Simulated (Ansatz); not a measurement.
TiAl₃ (D022 type, space group I4/mmm)

```
CELL_PARAMETERS angstrom
     -3.84588     3.84588     8.61993
      0.00000     0.00000     8.61993
      1.92294     1.92294    -4.30997
ATOMIC_POSITIONS crystal
  Al 0.00000 0.50000 0.00000
  Al 0.50000 0.50000 0.00000
  Al 0.25000 0.25000 0.50000
  Al 0.75000 0.25000 0.50000
  Al 0.75000 0.75000 0.50000
  Al 0.25000 0.75000 0.50000
  Ti 0.00000 0.00000 0.00000
  Ti 0.50000 0.00000 0.00000
```

A phonon eigenvector at X = (0.5, 0.5, 0.0) is frozen into this cell: atom i moves by Q times the vector below, so Q is the largest atomic displacement, in Å. The cell is held. (q is in reciprocal vectors of the primitive cell; the cell shown is doubled to hold the pattern.)

```csv
atom,x,y,z
Al3,0.707,-0.707,0.000
Al4,-0.707,0.707,0.000
Al5,0.707,-0.707,0.000
Al6,-0.707,0.707,0.000
```

Atoms not listed stay in place.

Computed with PBE (plane waves to 420 eV, PAW, scalar-relativistic; Ansatz, a quantum-chemistry and plane-wave program). k mesh 17×17×17 (Γ-centred), Fermi-Dirac smearing 0.05 eV. With partly filled bands, energies and forces of such displacements shift with the k mesh and the smearing. TiAl3 is run without spin polarisation. TiAl3 was relaxed with its symmetry unable to fall.

At one point of the scan the forces (eV/Å) are:

```csv
atom,Fx,Fy,Fz
Al1,0.000,0.000,0.000
Al2,0.000,0.000,0.000
Al3,-0.087,0.087,0.000
Al4,0.087,-0.087,0.000
Al5,-0.087,0.087,0.000
Al6,0.087,-0.087,0.000
Ti7,0.000,0.000,0.000
Ti8,0.000,0.000,0.000
```

Which point is it?
A. Q = 0.050 Å
B. Q = 0.017 Å
C. Q = 0.083 Å

A, Q = 0.050 Å

(A displaced cell: forces are minus the slopes of the energy, force constants its curvatures, and phonons follow from these.)
